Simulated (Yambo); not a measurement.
# Bethe-Salpeter results for LiBH$_{4}$

```
CELL_PARAMETERS angstrom
      6.39517     0.00000     0.00000
      0.00000     2.81584     2.78950
      0.00000    -2.81584     2.78950
ATOMIC_POSITIONS crystal
  H  0.59484 0.52733 0.16323
  H  0.40516 0.16323 0.52733
  H  0.90516 0.52733 0.16323
  H  0.09484 0.16323 0.52733
  H  0.75000 0.73891 0.77325
  H  0.25000 0.77325 0.73891
  H  0.75000 0.25641 0.81095
  H  0.25000 0.81095 0.25641
  Li 0.50000 0.00548 0.00548
  Li 0.00000 0.00548 0.00548
  B  0.75000 0.51475 0.98127
  B  0.25000 0.98127 0.51475
```

The geometry is that of Materials Project entry mp-1095543, symmetrised and not relaxed again.

BSE in Yambo on LDA (Quantum ESPRESSO, PseudoDojo norm-conserving, 76 Ry, no spin-orbit coupling) bands: 4×6×6 mesh, 6 valence and 9 conduction bands, static screening with 47 bands and a 3 Ry block, scissor 2.99 eV, Tamm-Dancoff; field along x.

```json
[
 {"state": "1", "energy (eV)": "7.81", "states within 2 meV": "1", "relative strength": "< 0.01", "class": "dark", "main transitions": "VB → CB (76 %)"},
 {"state": "2", "energy (eV)": "7.88", "states within 2 meV": "1", "relative strength": "< 0.01", "class": "dark", "main transitions": "VB → CB (72 %)"},
 {"state": "3", "energy (eV)": "7.90", "states within 2 meV": "1", "relative strength": "0.03", "class": "weak", "main transitions": "several band pairs"},
 {"state": "4", "energy (eV)": "7.96", "states within 2 meV": "2", "relative strength": "< 0.01", "class": "dark", "main transitions": "several band pairs"},
 {"state": "5", "energy (eV)": "8.01", "states within 2 meV": "1", "relative strength": "< 0.01", "class": "dark", "main transitions": "several band pairs"},
 {"state": "6", "energy (eV)": "8.16", "states within 2 meV": "1", "relative strength": "< 0.01", "class": "dark", "main transitions": "several band pairs"},
 {"state": "7", "energy (eV)": "8.29", "states within 2 meV": "1", "relative strength": "1.00", "class": "strong", "main transitions": "several band pairs"},
 {"state": "8", "energy (eV)": "8.32", "states within 2 meV": "1", "relative strength": "< 0.01", "class": "dark", "main transitions": "VB → CB (88 %)"}
]
```

These are vertical excitations (zero momentum); the indirect quasiparticle gap, about 7.87 eV, is smaller than the direct one (8.80 eV on the GW mesh). The direct quasiparticle gap on this mesh is 8.80 eV; counted from there, state 1 is bound by 0.99 eV. On a 2×4×4 mesh the same difference is 1.10 eV, so it isn't converged.

Spin singlets only. Strengths are relative to the strongest of the lowest states of this run; strong means a line over 3 % of the spectrum's maximum, dark under 0.03 %. Absolute energies carry the error of the G0W0 scissor, whose convergence isn't established; the long-wavelength screening was taken along (1,1,1) although the crystal is anisotropic.

The structure is a Materials Project entry; no match was found in the copy of COD used, and its stability was not checked.
